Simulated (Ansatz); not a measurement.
AgTiS₂ in space group P-3m1 (No. 164; S on 2d, Ti on 1a, Ag on 1b), r²SCAN+D4 (plane waves, PAW; program Ansatz), all energies at zero smearing, with the estimated change up to a 700 eV cutoff added, with one set of potentials and settings (totals compare only within such a set). Cell of 4 atoms (2 S, 1 Ti, 1 Ag): -11924.613 eV.

```csv
element,reference phase,E (eV/atom)
S,"P2/c, 32 atoms in the cell",-905.9104
Ti,"P6/mmm, 3 atoms in the cell",-2504.4584
Ag,"R-3m, 3 atoms in the cell",-7604.1392
```

Formation energy per atom, worked out: (-11924.613 − 2×(-905.9104) − 1×(-2504.4584) − 1×(-7604.1392))/4 = -1.049 eV/atom (-101 kJ per mol of atoms), at 0 K, without zero-point energy or fitted corrections.

A made-up cell: these elements were put on the sites of a structure type; neither database checked (COD, Materials Project) lists it. Its standing as an ambient phase is unchecked. The r²SCAN+D4 relaxation kept the symmetry of its start; whether a distortion lowers the energy is not shown. No spin polarisation was allowed. The references are the lowest solids computed at this level, not always the standard phases.

Potentials: the later of the program's two PAW sets.
